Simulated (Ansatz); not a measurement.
CoSi:
```
CELL_PARAMETERS angstrom
      2.73650     0.00000     0.00000
     -1.36825     2.36988     0.00000
      0.00000     0.00000     3.48685
ATOMIC_POSITIONS crystal
  Co 0.00000 0.00000 0.00000
  Si 0.66667 0.33333 0.50000
```

Relaxed with PBE. Special points in fractions of this cell's reciprocal vectors: Γ (0.000, 0.000, 0.000); M (0.500, 0.000, 0.000); K (0.333, 0.333, 0.000); A (0.000, 0.000, 0.500); L (0.500, 0.000, 0.500); H (0.333, 0.333, 0.500).

List the band energies nearest the Fermi level at these points for the program Ansatz at the PBE level (PAW).

In eV from the Fermi level; about four levels below and three above (degenerate sets whole), none deeper than 8.9 eV; … stands for higher levels left out; points with the same levels are listed once.

| k | below | above |
|---|---|---|
| Γ | -1.77 -1.77 -1.17 -1.17 | 4.17 … |
| M | -3.80 -3.24 -1.58 -0.14 | 0.62 4.01 4.08 |
| K | -3.26 -2.60 -0.41 -0.04 | 0.50 6.71 … |
| A | -1.67 -1.67 -1.47 -1.47 | 9.85 9.85 … |
| L | -2.18 -2.10 -1.57 -0.13 | 1.23 2.75 … |
| H | -3.96 -3.82 -2.24 -1.50 | 1.42 1.83 2.08 |

Space group P-6m2. The cell is a constructed one: a structure type filled with these elements; neither database checked (COD, Materials Project) lists it. COD files the formula under space group No. 198, so this cell is another polymorph or a model. Whether it is the stable phase at ambient conditions was not checked. The PBE relaxation kept the symmetry of its start; whether a distortion lowers the energy is not shown. The workflow began spin-polarised and lost its moments.

Potentials: the later of the program's two PAW sets.
